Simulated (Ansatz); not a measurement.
**Li: strain and displacement**

```xyz
1
Lattice="-1.7500 1.7500 1.7500 1.7500 -1.7500 1.7500 1.7500 1.7500 -1.7500" Properties=species:S:1:pos:R:3 pbc="T T T"
Li    0.0000    0.0000    0.0000
```

The cell is a measured one (Crystallography Open Database entry 9011628); the temperature and pressure of the measurement aren't taken into account, and nothing was relaxed.

These are results of Ansatz 0.2.0, DFT, LDA, all-electron PAW with datasets made for the crystal, scalar-relativistic, not measurements.

Sampling and basis: a Γ-centred 13×13×13 k mesh, Fermi–Dirac smearing of 0.05 eV, cutoff 100 eV (chosen by the program for this cell), no spin polarisation.

The unchanged cell is at -1.49 GPa.

In a metal, stresses and small energies carry noise from the k mesh.

x, y and z are the Cartesian axes of the cell as listed; fractional coordinates follow a strain, and an engineering shear is twice the off-diagonal strain component.

Question: With this change (equal xy, yz and zx engineering shear strains of -2 %), what becomes of the energy and stress?

Answer: Energy change under 1 meV/atom; stress change (xx, yy, zz, yz, xz, xy) 0.00, 0.00, 0.00, 0.24, 0.24, 0.24 GPa, compression positive.

With equal xy, yz and zx engineering shear strains of -1 %: energy change under 1 meV/atom; stress change (xx, yy, zz, yz, xz, xy) 0.00, 0.00, 0.00, 0.11, 0.11, 0.11 GPa, compression positive.

Question: With this change (equal xy, yz and zx engineering shear strains of +1 %), what becomes of the energy and stress?

Answer: Energy change under 1 meV/atom; stress change (xx, yy, zz, yz, xz, xy) 0.00, 0.00, 0.00, -0.10, -0.10, -0.10 GPa, compression positive.

Question: With this change (equal xy, yz and zx engineering shear strains of +2 %), what becomes of the energy and stress?

Answer: Energy change under 1 meV/atom; stress change (xx, yy, zz, yz, xz, xy) 0.00, 0.00, 0.00, -0.18, -0.18, -0.18 GPa, compression positive.
